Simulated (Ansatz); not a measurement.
Nb3Au (A15, Cr3Si type), energy against volume

Nb3Au (A15, Cr3Si type)

```xyz
8
Lattice="5.2161 0.0000 0.0000 0.0000 5.2161 0.0000 0.0000 0.0000 5.2161" Properties=species:S:1:pos:R:3 pbc="T T T"
Nb     2.6081     1.3040     0.0000
Nb     2.6081     3.9121     0.0000
Nb     1.3040     0.0000     2.6081
Nb     3.9121     0.0000     2.6081
Nb     0.0000     2.6081     1.3040
Nb     0.0000     2.6081     3.9121
Au     2.6081     2.6081     2.6081
Au     0.0000     0.0000     0.0000
```

This relaxed cell (volume V₀) is scaled evenly in all directions, its shape held. Symmetry pins the atoms to their sites.

These are r2SCAN (plane waves to 500 eV, PAW, scalar-relativistic; Ansatz, a first-principles code) values and carry that method's errors. k mesh 9×9×9 (Γ-centred), Fermi-Dirac smearing 0.05 eV. The energy includes the smearing's −TS. Stress and pressure are positive under compression. Nb3Au is run without spin polarisation. Nb3Au was relaxed with its symmetry unable to fall. Spin-orbit coupling is left out, though Au is heavy. The zero of ΔE is the relaxed starting cell.

| V/V₀ | ΔE (meV/atom) | P (GPa) |
|---|---|---|
| 0.840 | 372 | 49.0 |
| 0.867 | 244 | 37.6 |
| 0.893 | 148 | 27.7 |
| 0.920 | 79 | 19.2 |
| 0.947 | 33 | 11.9 |
| 0.973 | 8 | 5.5 |
| 1.000 | 0 | 0.0 |
| 1.027 | 7 | -4.8 |
| 1.053 | 28 | -8.9 |
| 1.080 | 59 | -12.5 |
| 1.107 | 101 | -15.6 |
| 1.133 | 151 | -18.3 |
| 1.160 | 209 | -20.7 |

Read from the data:

- Pressure at the smallest volume = 49.0 GPa
- Energy cost of the largest compression = 372 meV/atom
- Energy cost of the largest expansion = 209 meV/atom
- Bulk modulus B₀ (third-order Birch-Murnaghan fit) = 192 GPa
- Pressure derivative B₀′ (fit) = 4.3
- Equilibrium volume of the fit = 17.74 Å³/atom
- Pressure for 5 % compression (fit) = 11.0 GPa

The 13 points together took very roughly 8 core-minutes.

(A scan under strain: stresses follow from slopes of the energy per volume, elastic moduli from its curvatures.)
